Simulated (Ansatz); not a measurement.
I (molecular I2 type), relaxed with r²SCAN (Ansatz, a quantum-chemistry and plane-wave program, plane waves, PAW): a = 7.744 Å, b = 4.635 Å, c = 9.854 Å, α = 90.00°, β = 90.00°, γ = 90.00°.

| Property | Value |
|---|---|
| gap (eV) | 1.23 |

Question: The same phase is relaxed and computed with LDA in the same code. What are the cell and these values now?

Answer: a = 7.151 Å, b = 4.323 Å, c = 9.529 Å, α = 90.00°, β = 90.00°, γ = 90.00°.

- gap (eV): 0.68

Weakly bound layers, chains or molecules computed without a dispersion correction, so cells and soft constants are ill determined: I, molecular I2 type with r²SCAN; I, molecular I2 type with LDA. All cells were relaxed under the symmetry of their starts (and spin orders); stability against distortions was not tested throughout. Spin–orbit coupling is left out wherever it is not named.

Potentials: the later of the program's two PAW sets.

Ansatz is a plane-wave DFT program.
